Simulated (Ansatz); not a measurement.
Ta2C:
Space group P4/nmm, origin choice 1 (No. 129); a = b = 3.486 Å, c = 6.466 Å, α = β = γ = 90.00°

```csv
atom,site,symmetry,x,y,z
Ta,2a,-4m2,0.0000,0.0000,0.0000
Ta,2c,4mm,0.5000,0.0000,0.3675
C,2c,4mm,0.0000,0.5000,0.2749
```

Relaxed with PBEsol.

Task: Decompose the optical modes at the zone centre into irreducible representations, and say which are infrared and Raman allowed.

Result: Point group 4/mmm: Γ_opt = 2A1g + 2A2u + B1g + 3Eg + 2Eu. Infrared: A2u, Eu. Raman: A1g, B1g, Eg.

Task: Assign frequencies (DFPT, DFT-PBEsol in the program Ansatz with PAW potentials).

Result: Eg 54, Eu 82, B1g 144, A2u 185, Eu 203, A1g 203, Eg 259, Eg 326, A1g 449, A2u 461 cm⁻¹.

Subscripts of B labels follow the axes of the standard setting.

A made-up cell: these elements were put on the sites of a structure type; neither database checked (COD, Materials Project) lists it. COD files the formula under space group No. 164. Whether it is the stable phase at ambient conditions was not checked. Symmetry was held in the PBEsol relaxation; its stability against distortions is not shown here. The run is not spin-polarised. As this level gives no gap, phonon frequencies hold no LO–TO term and depend on the k-mesh and smearing (Fermi–Dirac, 0.1 eV here). Spin–orbit coupling is left out wherever it is not named.

Potentials: the later of the program's two PAW sets.
